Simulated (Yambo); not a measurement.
A G0W0@PBEsol run in Yambo for Na2PtH6 (space group Fm-3m, No. 225) (4×4×4 Γ-centred k mesh, bands 7 to 140 and a 7 Ry block in the screening, 140 bands in G with the Bruneval-Gonze terminator, plasmon pole fitted at 27.2 eV) gives these matrix elements, in eV, at the band edges ((0, 0.25, -0.25) → X):

```
state               E0    <Vxc>     <Σx>  <Σc(E0)>      Z
---------------  -----  -------  -------  --------  -----
valence edge     0.000  -12.062  -15.398     1.614  0.819
conduction edge  3.472  -12.044   -8.470    -2.559  0.840
```

Q: Solve the linearised quasiparticle equation for both states, give the gap, and say how exchange and correlation each act on it.

A: E = E0 + Z(Σx + Σc − Vxc). Valence: 0.000 + 0.819 × (-15.398 + (1.614) − (-12.062)) = -1.41 eV. Conduction: 3.472 + 0.840 × (-8.470 + (-2.559) − (-12.044)) = 4.32 eV. The gap is 5.73 eV, against 3.47 eV in PBEsol. Replacing Vxc by bare exchange alone would open it by 6.91 eV; correlation takes back 4.17 eV of that, and Z scales what is left. Nearest settings tried, and what they do to the gap: 67 bands in W: -51 meV; 3 Ry block (65 vectors against 229): -205 meV. Not varied: bands in G, mesh. So the settings aren't converged at that level. Spin-orbit coupling is left out, which matters for elements this heavy: edges can move by tenths of an eV.

Geometry of the Materials Project entry, not relaxed at this level; primitive cell a = b = c = 5.133 Å, α = β = γ = 60.00°.

The structure is a Materials Project entry; no match was found in the copy of COD used, and its stability was not checked.
